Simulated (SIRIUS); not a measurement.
HPbNO4 and the effect of the functional

```cif
data_structure
_symmetry_space_group_name_H-M 'P1'
_symmetry_Int_Tables_number 1
_cell_length_a 3.8572
_cell_length_b 4.3379
_cell_length_c 5.9844
_cell_angle_alpha 81.872
_cell_angle_beta 83.257
_cell_angle_gamma 87.679
_cell_volume 98.41
loop_
_atom_site_label
_atom_site_type_symbol
_atom_site_symmetry_multiplicity
_atom_site_Wyckoff_symbol
_atom_site_fract_x
_atom_site_fract_y
_atom_site_fract_z
_atom_site_occupancy
H1 H 1 a 0.61511 0.89559 0.19844 1
Pb1 Pb 1 a 0.64597 0.44651 0.91685 1
N1 N 1 a 0.71474 0.23810 0.50058 1
O1 O 1 a 0.16958 0.47007 0.77768 1
O2 O 1 a 0.62919 0.97045 0.49845 1
O3 O 1 a 0.56424 0.92583 0.03849 1
O4 O 1 a 0.78022 0.42250 0.31951 1
```

The cell comes from a database or a generator and needn't be the stable form of this composition.

Kept alike: task single point; k mesh 3 × 3 × 2; occupations fermi-dirac, width 0.05 eV; no spin polarisation. Program: SIRIUS, PseudoDojo 0.4.1 PBE standard (scalar relativistic), cutoff 1152 eV. The mesh is that of the run's cell of 7 atoms. No spin-orbit coupling.

| functional | pressure (GPa) |
| --- | --- |
| AM05 | -1.79 |
| BLYP | 3.78 |
| KT2 | -7.53 |
| LDA | -4.57 |
| PBE | 0.38 |
| PBEsol | -2.43 |
| PW91 | 0.31 |
| RPBE | 2.55 |
| XLYP | 4.29 |
| mPWLYP | 3.60 |
| revPBE | 2.06 |

The k mesh is coarse, so the values aren't converged. Pressure is positive in compression; the values hold the error of the finite cutoff, so their zero can differ a little from the energy's minimum. A pressure under LDA's (KT2) is unusual; the cause wasn't traced. All rows use potentials made for PBE.

Question: What does the functional change here?

Answer: The pressure runs from -7.53 (KT2) to 4.29 GPa (XLYP). From PBE: AM05 -2.17; BLYP +3.40; KT2 -7.91; LDA -4.95; PBEsol -2.81; PW91 -0.07; RPBE +2.17; XLYP +3.91; mPWLYP +3.22; revPBE +1.68. A positive pressure means that the functional's own cell is larger than the one given, a negative one that it is smaller.
